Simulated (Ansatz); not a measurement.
BN:
```
BN
1.0
    0.00000     1.81238     1.81238
    1.81238     0.00000     1.81238
    1.81238     1.81238     0.00000
N B
1 1
Direct
  0.75000   0.75000   0.75000
  0.00000   0.00000   0.00000
```

This is the PBE-relaxed structure. x, y and z are the axes in which the lattice vectors are written.

### Question
All from the program Ansatz at the PBE level (PAW), unless another level is named. Give the piezoelectric stress constants (proper, relaxed ions, C/m²).

### Answer
e14 = e25 = e36 = 0.89.

### Question
Next, the zero-point energy?

### Answer
155.6 meV/atom.

### Question
Next, the highest zone-centre frequency (without LO–TO term)?

### Answer
1026 cm⁻¹.

### Question
What about the Hill bulk and shear moduli?

### Answer
371 and 381 GPa.

Space group F-43m (zinc blende). The cell was relaxed with PBE under the symmetry of its start; phonons on a q-mesh show no instability.

Potentials: the later of the program's two PAW sets.
